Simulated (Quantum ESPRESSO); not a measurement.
## Kohn-Sham bands of Se (R-3)

```yaml
crystal:
  lattice:
    - [0.00000, 0.00000, 4.83952]
    - [-5.65532, -3.26510, -1.61317]
    - [5.65532, -3.26510, -1.61317]
  atoms:
    - { symbol: Se, position: [0.09273, 0.24359, 0.36682] }
    - { symbol: Se, position: [0.90727, 0.75641, 0.63318] }
    - { symbol: Se, position: [0.72591, 0.63318, 0.87677] }
    - { symbol: Se, position: [0.27409, 0.36682, 0.12323] }
    - { symbol: Se, position: [0.84914, 0.12323, 0.75641] }
    - { symbol: Se, position: [0.15086, 0.87677, 0.24359] }
```

Cell from Materials Project (mp-147), symmetrised, no further relaxation. COD (Crystallography Open Database) has the formula in 4 space groups, this one among them (matched by group alone). Method: PBEsol plane waves in Quantum ESPRESSO 7.5 (PseudoDojo norm-conserving files, 69 Ry, no spin polarisation, no spin-orbit coupling), Bloch states on a 4×4×4 mesh through Γ, Wannier90 4.0.1. Density: 8×8×8 mesh, cold smearing 0.01 Ry. The cell is built of weakly bound layers, chains or molecules, whose nearest atoms lie 3.42 Å apart. Database cells relaxed without dispersion often hold them too far apart, which can enlarge gaps and weakens couplings between them; spacing and stacking were not compared with the measured crystal. Spin-orbit coupling, left out, would split the p-like bands by a few tenths of an eV.

Problem. List the Kohn-Sham levels between −8 and 4.3 eV relative to the valence-band maximum at the high-symmetry points, as a band run of pw.x on that density gives them (levels within 2 meV counted together).

Solution. 
```csv
point,k (reciprocal lattice),levels (eV)
Γ,0.000 0.000 0.000,"-5.20, -4.65, -4.29 (×2), -2.64 (×2), -2.09, -0.90, -0.59 (×2), -0.45 (×2), 1.95 (×2), 2.61, 2.96 (×2), 3.10"
L,0.500 -0.500 0.000,"-5.15, -4.87, -4.19, -3.94, -3.78, -2.89, -2.67, -1.18, -1.03, -0.67, -0.14, -0.11, 1.92, 2.10, 2.64, 3.04, 3.22, 3.58"
T,0.500 -0.500 0.500,"-5.11, -4.48 (×2), -3.66, -3.31 (×2), -2.89, -1.21 (×2), -1.05 (×2), -0.08, 1.68 (×2), 2.21, 3.61, 4.15 (×2)"
P_0,-0.378 -0.207 0.793,"-4.91, -4.50 (×2), -4.36, -3.28 (×2), -2.44, -1.01 (×2), -0.53 (×2), -0.35, 1.79, 2.46 (×2), 3.18 (×2), 3.45"
P_2,0.622 -0.207 -0.207,"-4.91, -4.50 (×2), -4.36, -3.28 (×2), -2.44, -1.01 (×2), -0.53 (×2), -0.35, 1.79, 2.46 (×2), 3.18 (×2), 3.45"
F,0.000 -0.500 0.500,"-5.06, -4.15, -4.02, -3.81, -3.68, -2.81, -2.25, -1.28, -1.16, -0.99, -0.73, -0.16, 1.59, 1.97, 2.43, 2.91, 3.36, 3.80"
```
